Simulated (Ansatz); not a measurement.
Question: Si2Ni (fluorite or antifluorite type, space group No. 225) is relaxed with PBE in the plane-wave PAW code Ansatz. What lattice parameters of the conventional cell result?

Answer: a = 5.445 Å.

Question: Is it a metal or does it have a gap at this level?

Answer: No gap at this level.

Space group Fm-3m (fluorite or antifluorite type). Symmetry was held in the PBE relaxation. The run is not spin-polarised.

Potentials: the earlier of the program's two PAW sets.
